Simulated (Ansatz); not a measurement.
Be$_{2}$C:
```
CELL_PARAMETERS angstrom
      0.00000     2.15499     2.15499
      2.15499     0.00000     2.15499
      2.15499     2.15499     0.00000
ATOMIC_POSITIONS crystal
  Be 0.75000 0.75000 0.75000
  Be 0.25000 0.25000 0.25000
  C  0.00000 0.00000 0.00000
```

Relaxed with PBEsol. Special points in fractions of this cell's reciprocal vectors: Γ (0.000, 0.000, 0.000); X (0.500, 0.000, 0.500); U (0.625, 0.250, 0.625); K (0.375, 0.375, 0.750); L (0.500, 0.500, 0.500); W (0.500, 0.250, 0.750).

### Question
List the band energies nearest the valence-band maximum at these points for plane-wave PAW PBEsol (Ansatz code).

### Answer
In eV from the valence-band maximum; about four levels below and three above (degenerate sets whole), none deeper than 8.9 eV; … stands for higher levels left out; points with the same levels are listed once.

```tsv
k	below	above
Γ	0.00 0.00 0.00	4.12 4.12 4.12
X	-6.83 -4.80 -4.80	1.08 5.81 …
U	-6.96 -6.34 -4.05	3.27 8.37 11.63
L	-8.84 -1.86 -1.86	4.99 4.99 7.15
W	-6.38 -5.96 -5.96	5.67 8.20 …
```

Space group Fm-3m (fluorite or antifluorite type). The PBEsol relaxation kept the symmetry of its start.

Potentials: the earlier of the program's two PAW sets. The files were generated under PBE; for other functionals the program regenerates the frozen cores, and for LDA and PBEsol the local potential too.
